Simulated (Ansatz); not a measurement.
W:
```yaml
crystal:
  lattice:
    - [5.05387, 0.00000, 0.00000]
    - [0.00000, 5.05387, 0.00000]
    - [0.00000, 0.00000, 5.05387]
  atoms:
    - { symbol: W, position: [0.00000, 0.00000, 0.00000] }
    - { symbol: W, position: [0.50000, 0.50000, 0.50000] }
    - { symbol: W, position: [0.00000, 0.50000, 0.25000] }
    - { symbol: W, position: [0.00000, 0.50000, 0.75000] }
    - { symbol: W, position: [0.25000, 0.00000, 0.50000] }
    - { symbol: W, position: [0.75000, 0.00000, 0.50000] }
    - { symbol: W, position: [0.50000, 0.75000, 0.00000] }
    - { symbol: W, position: [0.50000, 0.25000, 0.00000] }
```

Relaxed with r²SCAN. Special points in fractions of this cell's reciprocal vectors: Γ (0.000, 0.000, 0.000); X (0.000, 0.500, 0.000); M (0.500, 0.500, 0.000); R (0.500, 0.500, 0.500).

### Question
List the band energies nearest the Fermi level at these points for plane-wave PAW r²SCAN with spin–orbit coupling (Ansatz code).

### Answer
In eV from the Fermi level; about four levels below and three above (degenerate sets whole), none deeper than 8.9 eV; points with the same levels are listed once.

```tsv
k	below	above
Γ	-0.69 -0.69 -0.69 -0.69 -0.20 -0.20	1.54 1.54 1.65 1.65 1.65 1.65
X	-1.08 -1.08 -1.08 -1.08	0.50 0.50 0.50 0.50
M	-1.14 -1.14 -0.89 -0.89	0.16 0.16 0.17 0.17
R	-1.60 -1.60 -1.60 -1.60 -1.60 -1.60 -1.60 -1.60	1.26 1.26 1.26 1.26 1.26 1.26 1.26 1.26
```

Space group Pm-3n (A15 (β-W type)). The workflow started from an entry of the Crystallography Open Database (COD), which files this formula under 6 space groups. It is not the phase usual at ambient conditions (space group No. 229). The cell was relaxed with r²SCAN under the symmetry of its start; of distortions, only those at the zone centre were tested. The run is not spin-polarised.

Potentials: the earlier of the program's two PAW sets.
